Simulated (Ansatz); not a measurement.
CsAu (CsCl type, Pm-3m), r²SCAN in the plane-wave PAW code Ansatz. The conduction-band minimum lies at X, with 3 equivalent valleys. Second derivatives d²E/dk² of the lowest band at one valley (eV·Å²), along Cartesian directions:

| direction | d²E/dk² |
|---|---|
| [100] | 18.05 |
| [010] | 18.05 |
| [001] | 51.33 |
| [110] | 18.04 |
| [101] | 34.70 |
| [011] | 34.70 |

Task: Find the principal effective masses, the density-of-states mass and the conductivity mass.

Result: Off-diagonal terms follow from H_xy = H[110] − (H_xx + H_yy)/2, and m*/mₑ = 7.620 eV·Å² over each eigenvalue: 0.15, 0.42, 0.42. One valley's DOS mass (m₁m₂m₃)^(1/3) = 0.30, conductivity mass 3/(Σ 1/mᵢ) = 0.26 mₑ.

Task: What effective density of states Nc follows at 300 K for parabolic valleys?

Result: Nc = 2.509e19 × 3 × (0.30)^(3/2) ≈ 1.2e19 cm⁻³.

The workflow started from a Materials Project entry (that database holds measured and hypothetical structures alike); the Crystallography Open Database files this formula in space group No. 221, but the cells were not matched. Whether it is the stable phase at ambient conditions was not checked. Symmetry was held in the r²SCAN relaxation; whether a distortion lowers the energy is not shown. Spin–orbit coupling is left out wherever it is not named.

Potentials: the later of the program's two PAW sets.

Edges and masses are those of Kohn–Sham bands, whose gap is no quasiparticle gap.
